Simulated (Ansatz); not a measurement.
Ga2O3 in space group Pna2_1 (No. 33; Pearson symbol oP40), plane-wave PAW PBE (Ansatz code), all energies at zero smearing, with the estimated change up to a 700 eV cutoff added, with one set of potentials and settings (totals compare only within such a set). Cell of 40 atoms (16 Ga, 24 O): -74159.844 eV.

```
element                            reference phase  E (eV/atom)
-------  -----------------------------------------  -----------
Ga                       Cmce, 4 atoms in the cell   -3783.0209
O        C2/m, 4 atoms in the cell, spin-polarised    -565.0000
```

Formation energy per atom, worked out: (-74159.844 − 16×(-3783.0209) − 24×(-565.0000))/40 = -1.788 eV/atom (-172 kJ per mol of atoms), at 0 K, without zero-point energy or fitted corrections.

The start of the workflow was typed in or built on a structure type; neither database checked (COD, Materials Project) lists it. It is not the phase usual at ambient conditions (space group No. 12, 167). The cell was relaxed with PBE under the symmetry of its start; its stability against distortions is not shown here. The references are the lowest solids computed at this level, not always the standard phases (solids in place of the gases).

Potentials: the later of the program's two PAW sets.
